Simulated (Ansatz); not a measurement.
Input and command of a plane-wave DFT calculation in Ansatz:

```yaml
crystal:
  lattice:
    - [4.6393552032, 0.0, 0.0]
    - [-2.3196776016, 4.0177994632, 0.0]
    - [0.0, 0.0, 25.629030907]
  atoms:
    - { symbol: Ta, position: [0.6666666667, 0.3333333333, 0.3316551465] }
    - { symbol: Ta, position: [0.3333333333, 0.6666666667, 0.3686056039] }
    - { symbol: Ta, position: [0.0, 0.0, 0.4055560613] }
    - { symbol: Ta, position: [0.6666666667, 0.3333333333, 0.4425065188] }
    - { symbol: Ta, position: [0.3333333333, 0.6666666667, 0.475443496] }
    - { symbol: Ta, position: [0.0, 0.0, 0.5189106313] }
    - { symbol: Ta, position: [0.6666666667, 0.3333333333, 0.5509034392] }
    - { symbol: Ta, position: [0.3333333333, 0.6666666667, 0.5769220591] }
    - { symbol: C, position: [0.0, 0.5, 0.6580800243] }
basis:
  ecutwfc: 420
kpoints:
  mp_grid: { grid: [6, 6, 1] }
hamiltonian:
  xc: pbesol
scf:
  occupations: { method: gaussian, width: 0.1 }
output:
  forces: true
  eigenvalues: true
  write_density: true
  write_potential: true
  elf: true
  volumetric_format: npy
relax:
  adjacent_minimum: "off"
  f_tol: 0.03
  max_steps: 70
  constraints: [{ sites: [0, 1, 2, 3] }]
efield:
  axis: 3
  dipole_correction: true
  ramp_width: 0.04
```

```bash
ansatz run input.yaml --threads 2 --pin off --max-ram 5120MiB --backend cpu --events-out ev --progress --plain --runs-dir out
```

Processor: Intel(R) Xeon(R) 6975P-C (Granite Rapids), 2 threads, on a host shared with other jobs.

Task: How long does it run, and how much memory does it take?

Result: About 100 s on 2 threads of Intel(R) Xeon(R) 6975P-C (Granite Rapids), with other jobs on the host, peak memory 0.95 GiB. It solves 65 bands at 13 k points (the mesh reduced by symmetry) with about 9403 plane waves, in 57 SCF iterations over 10 ionic steps.
